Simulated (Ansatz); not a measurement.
With DFT-PBEsol in the program Ansatz with PAW potentials, MoP in the hexagonal phase (P-6m2; Mo on 1a, P on 1d) relaxes to a = 3.207 Å, c = 3.174 Å. P has 6 nearest neighbours from 2.44 Å (trigonal prismatic). Its formation energy from the elements is -0.76 eV/atom, with no fitted shifts.

Electronic character: metallic (no gap). Gap from PBEsol with spin–orbit coupling: none (metallic).

An equation-of-state fit gives a bulk modulus of 233 GPa. The relaxed-ion elastic constants in GPa are C11 = 364, C12 = 133, C13 = 168, C33 = 515, C44 = 184. The elastic constants imply a Debye temperature near 602 K. The highest mode at Γ lies at 410 cm⁻¹.

The cell was relaxed with PBEsol under the symmetry of its start. The run is not spin-polarised. As this level gives no gap, shear constants depend on the k-mesh and smearing (Fermi–Dirac, 0.1 eV here). As this level gives no gap, phonon frequencies hold no LO–TO term and depend on the k-mesh and smearing (Fermi–Dirac, 0.1 eV here). The references are the lowest solids computed at this level, not always the standard phases. Spin–orbit coupling is left out wherever it is not named.

Potentials: the earlier of the program's two PAW sets. The files were generated under PBE; for other functionals the program regenerates the frozen cores, and for LDA and PBEsol the local potential too.
